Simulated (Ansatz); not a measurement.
# Property card for MoIr$_{3}$

MoIr3 (Cu3Au type, space group No. 221), a = 3.8863 Å, b = 3.8863 Å, c = 3.8863 Å, α = 90.00°, β = 90.00°, γ = 90.00°.

Space group Pm-3m (No. 221), Cu3Au type; conventional cell a = 3.886 Å, b = 3.886 Å, c = 3.886 Å, α = 90.00°, β = 90.00°, γ = 90.00°.

Method: PBE (plane waves, PAW; program Ansatz). Geometry: relaxed at this level of theory. Other levels are named where they apply.

Cell and energy:

| Property | Value |
|---|---|
| Volume per atom | 14.67 Å³ |
| Density | 19.03 g/cm³ |
| Formation energy from the elements (no fitted shifts) | -0.27 eV/atom |

Electronic structure:

| Item | Value |
|---|---|
| Electronic character | metallic (no gap) |
| Density of states at the Fermi level | 0.81 states/eV per atom (mean over ±0.08 eV) |
| Gap with spin–orbit coupling | none (metallic) |

Mechanics:

| Quantity | Result |
|---|---|
| Bulk modulus (Birch–Murnaghan fit) | 333 GPa |
| Pressure derivative B′ | 4.9 |

A made-up cell: these elements were put on the sites of a structure type; neither database checked (COD, Materials Project) lists it. COD files the formula under space group No. 194. Its standing as an ambient phase is unchecked. The cell was relaxed with PBE under the symmetry of its start; whether a distortion lowers the energy is not shown. The run is not spin-polarised. The references are the lowest solids computed at this level, not always the standard phases. Spin–orbit coupling is left out wherever it is not named.

Potentials: the earlier of the program's two PAW sets.
